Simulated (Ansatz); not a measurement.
This guess for La2Hf2O is about to be relaxed.

```
CELL_PARAMETERS angstrom
3.98992 0.00000 0.00000
-1.99496 3.45537 0.00000
0.00000 0.00000 7.09110
ATOMIC_POSITIONS crystal
La 0.33333 0.66667 0.29000
La 0.66667 0.33333 0.71000
Hf 0.33333 0.66667 0.62000
Hf 0.66667 0.33333 0.38000
O 0.00000 0.00000 0.00000
```

Level of theory: DFT PBE, scalar-relativistic, plane waves, PAW (Ansatz 0.2.0). Cutoff 420 eV, Gaussian smearing, Γ-centred meshes. Cell and atoms relax first on a coarse mesh and then on a finer one. In between, the cell is made exact in the group found at 0.06 Å. In metals the finer mesh still leaves noise of several meV/atom or more. The steps can't lower the symmetry of their start. No spin polarisation.

A guess keeps its type if space group and coordination stay and the shape of the cell changes little (axis ratios within about 15 %, angles within 6°); the volume may change.

Question: Does this structure survive the relaxation?

Answer: It doesn't keep its type. The symmetry stays P-3m1 (No. 164). The volume per atom grows by 22.9 %, from 19.6 to 24.0 Å³. The shortest distance goes from 2.34 Å (La–Hf) to 2.54 Å (La–O). The ratio c/a of the conventional cell changes by a factor of 1.84. Counting neighbours within 15 % of an atom's shortest distance, the start has Hf 4, La 4, O 12 and the end Hf 9, La 3, O 6. In detail, at the end La has 3 O at 2.54 Å, 9 La at 3.49–3.69 Å and 3 Hf at 3.62 Å; Hf is surrounded by 3 Hf at 3.04 Å, 6 Hf at 3.49 Å and 3 La at 3.62 Å; O is surrounded by 6 La at 2.54 Å.

```
CELL_PARAMETERS angstrom
3.49018 0.00000 0.00000
-1.74509 3.02259 0.00000
0.00000 0.00000 11.38468
ATOMIC_POSITIONS crystal
La 0.33333 0.66667 0.13550
La 0.66667 0.33333 0.86450
Hf 0.33333 0.66667 0.60025
Hf 0.66667 0.33333 0.39975
O 0.00000 0.00000 0.00000
```

The last run used a 12×12×4 mesh (in the run's order of axes) for its 5-atom cell and Gaussian smearing of 0.10 eV. Spin–orbit coupling, which can matter for Hf, is left out. A later test with randomly moved atoms came back to the same energy, though modes that don't fit the test's cell weren't probed.
